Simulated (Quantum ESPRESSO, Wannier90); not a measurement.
# Wannier functions of MgTe (rock salt)

```
begin unit_cell_cart
ang
    0.0000000000    2.9723950000    2.9723950000
    2.9723950000    0.0000000000    2.9723950000
    2.9723950000    2.9723950000    0.0000000000
end unit_cell_cart
begin atoms_frac
Mg   0.0000000000  0.0000000000  0.0000000000
Te   0.5000000000  0.5000000000  0.5000000000
end atoms_frac
```

Cell from Materials Project (mp-1008786), symmetrised, no further relaxation. Not found in the COD (Crystallography Open Database) copy used, which has the formula in other groups; not checked further. Level: PBEsol, no spin polarisation, no spin-orbit coupling; pw.x of Quantum ESPRESSO at 68 Ry with PseudoDojo potentials, 10×10×10 k-points, Wannier90. Density: 10×10×10 mesh, Gaussian smearing 0.01 Ry. Spin-orbit coupling is left out although heavy elements are present.

Band 10 is isolated and gives one Wannier function a cell (Te2 5s 89 %, Mg1 3s 10 %; spread 1.70 Å²). Its on-site energy is ε = -10.386 eV relative to the valence-band maximum, and its hoppings t(R) = t(−R) to the nearer images are (images within this range that aren't listed have |t| under 5 meV):

```
R (lattice vectors; −R alike)  distance (Å)  t (eV)
-----------------------------  ------------  ------
0 0 1                                  4.20  -0.101
0 1 -1                                 4.20  -0.101
0 1 0                                  4.20  -0.101
1 -1 0                                 4.20  -0.101
1 0 -1                                 4.20  -0.101
1 0 0                                  4.20  -0.101
0 1 -2                                 7.28   0.005
0 1 1                                  7.28   0.005
0 2 -1                                 7.28   0.005
1 -2 0                                 7.28   0.005
1 -2 1                                 7.28   0.005
1 0 -2                                 7.28   0.005
1 0 1                                  7.28   0.005
1 1 -2                                 7.28   0.005
1 1 0                                  7.28   0.005
2 -1 -1                                7.28   0.005
2 -1 0                                 7.28   0.005
2 0 -1                                 7.28   0.005
```

### Question
Work out the band energy at Γ, X, U, K from these numbers.

### Answer
For one orbital E(k) = ε + Σ_R 2 t(R) cos(2π k·R), the sum over the listed R.
- Γ, k = (0.000, 0.000, 0.000): E = -10.386 + (-0.101)·(12.00) + (0.005)·(24.00) = -11.48 eV; pw.x: -11.47 eV
- X, k = (0.500, 0.000, 0.500): E = -10.386 + (-0.101)·(-4.00) + (0.005)·(-8.00) = -10.02 eV; pw.x: -10.00 eV
- U, k = (0.625, 0.250, 0.625): E = -10.386 + (-0.101)·(-3.66) + (0.005)·(4.00) = -10.00 eV; pw.x: -10.00 eV
- K, k = (0.375, 0.375, 0.750): E = -10.386 + (-0.101)·(-3.66) + (0.005)·(4.00) = -10.00 eV; pw.x: -10.00 eV

At these points the listed shells miss the plane-wave band by up to 0.03 eV, of a width of 1.51 eV on the path. With all its hoppings the model misses the band by 0.0 meV at worst on the whole path, so most of the miss comes from the hoppings not listed.
